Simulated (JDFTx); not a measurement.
Al(111) slab cut from bulk Al (space group Fm-3m, indices of the conventional cell, lattice of the Materials Project entry mp-134, not re-optimised): 6 atoms in 6 planes, a 1x1 cell of 7.06 Å² (|a| = 2.856, |b| = 2.856 Å), 11.7 Å between the outermost planes, cell height 27.7 Å, 8×8×1 k mesh, Fermi smearing 0.01 Ha, no spin polarisation.

Profiles through the double layer of this slab, charged, in CANDLE, water, 0.5 M KCl; PBE, GBRV ultrasoft potentials, plane waves to 20/100 Ha, JDFTx (a modified build). z is the height above the outermost atoms, φ the plane-averaged electrostatic potential energy of an electron (zero in the bulk liquid), ρ_b the bound charge of solvent and ions, s the cavity shape function (0 in the solid, 1 in the liquid).

```csv
z (Å),n (e/Å³),s,φ (eV),ρ_b (10⁻³ e/Å³)
0.83,0.1313,0.00,-3.164,0.00
1.29,0.0611,0.00,-1.936,-0.23
1.75,0.0213,0.00,-0.569,-3.18
2.21,0.0065,0.02,-0.097,-3.28
2.67,0.0019,0.17,-0.037,0.70
3.13,0.0005,0.46,-0.027,0.46
3.60,0.0002,0.75,-0.022,0.14
4.06,0.0000,0.95,-0.020,0.04
4.52,0.0000,1.00,-0.018,0.01
4.98,0.0000,1.00,-0.016,0.00
5.44,0.0000,1.00,-0.014,0.00
5.90,0.0000,1.00,-0.013,0.00
6.37,0.0000,1.00,-0.012,0.00
6.83,0.0000,1.00,-0.010,0.00
7.29,0.0000,1.00,-0.009,0.00
7.75,0.0000,1.00,-0.008,0.00
```

Task: Is the electrode positively or negatively charged, and roughly by how much?

Result: Positively: σ = 4.0 μC/cm² per face. The liquid's bound charge is of the opposite sign overall, and far from the surface φ decays with the screening length (4.3 Å).
